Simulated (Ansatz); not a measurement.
# RbTi: electron density at the nuclei under pressure

```xyz
2
Lattice="4.0064 0.0000 0.0000 0.0000 4.0064 0.0000 0.0000 0.0000 4.0064" Properties=species:S:1:pos:R:3 pbc="T T T"
Rb    0.0000    0.0000    0.0000
Ti    2.0032    2.0032    2.0032
```

Atoms are numbered in the order listed.

The conventional cell has a = 4.006 Å, b = 4.006 Å, c = 4.006 Å, α = 90.00°, β = 90.00°, γ = 90.00°. Rb (atom 1) is surrounded by 8 Ti at 3.47 Å. Ti (atom 2) is surrounded by 8 Rb at 3.47 Å.

The cell was built from the CsCl type and relaxed in the same program, and has space group Pm-3m; it needn't be a known or the stable phase.

Spin polarisation is left out, and whether a magnetic state lies lower isn't shown here.

Computed with Ansatz 0.2.0, DFT, PBEsol, all-electron PAW with datasets made for the crystal, scalar-relativistic.

Sampling and basis: a Γ-centred 10×10×10 k mesh, Fermi–Dirac smearing of 0.03 eV, cutoff 220 eV (chosen by the program for this cell), no spin polarisation.

The contact density is the mean electron density over the nuclear volume; its changes follow the s electrons' response to bonding and compression. Changes below are taken from the unscaled cell, where it is 361437 e/Å³ at Rb1, 56689.8 e/Å³ at Ti2.

The datasets are made afresh for each cell, so very small changes are uncertain.

(1) Does compression raise or lower the contact density at Ti2?

(2) Tabulate the changes with volume.

## Answers

(1) It raises it, by 0.29 e/Å³ over the whole range.

(2) 
```csv
V/V(cell),P (GPa),Δρ(0) Rb1 (e/Å³),Δρ(0) Ti2 (e/Å³)
0.9600,0.7,1.68,0.14
1.0000,0.0,0.00,0.00
1.0400,-0.5,-1.54,-0.15
```
